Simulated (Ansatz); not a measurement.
Fcc Au (111), 5 layers, DFT, LDA, PAW with Ansatz's default frozen-core files, scalar-relativistic (Ansatz 0.2.0), on 2 threads of Arm Neoverse V2 (shared host).

Command: `ansatz run input.yaml --threads 2 --pin off --max-ram 4096MiB --backend cpu --events-out ev --progress --plain --runs-dir out`

```yaml
crystal:
  lattice:
    - [2.8626073071, 0.0, 0.0]
    - [-1.4313036535, 2.479090649, 0.0]
    - [0.0, 0.0, 25.3492]
  atoms:
    - { symbol: Au, position: [0.833333333, 0.166666667, 0.3155910974] }
    - { symbol: Au, position: [0.166666667, 0.833333333, 0.4077955484] }
    - { symbol: Au, position: [0.5, 0.5, 0.5] }
    - { symbol: Au, position: [0.833333333, 0.166666667, 0.5922044516] }
    - { symbol: Au, position: [0.166666667, 0.833333333, 0.6844089026] }
kpoints:
  mp_grid: { grid: [13, 13, 1] }
scf:
  occupations: { method: fermi_dirac, width: 0.05 }
hamiltonian:
  xc: lda
  pseudopotentials: { kind: paw }
output:
  forces: true
  stress: true
  eigenvalues: true
  write_density: true
  write_potential: true
  elf: true
  volumetric_format: npy
relax:
  f_tol: 0.01
  max_steps: 40
efield:
  axis: 3
  amplitude: 0
  dipole_correction: true
```

(1) How large is the problem that the program sets up?

(2) About how long does it take?

Answers

(1) 21 irreducible k-points, 3541 plane waves at Γ, 57 bands.

(2) 35 s of wall time for 18 SCF iterations over 3 geometries. Times on shared machines scatter by tens of per cent.
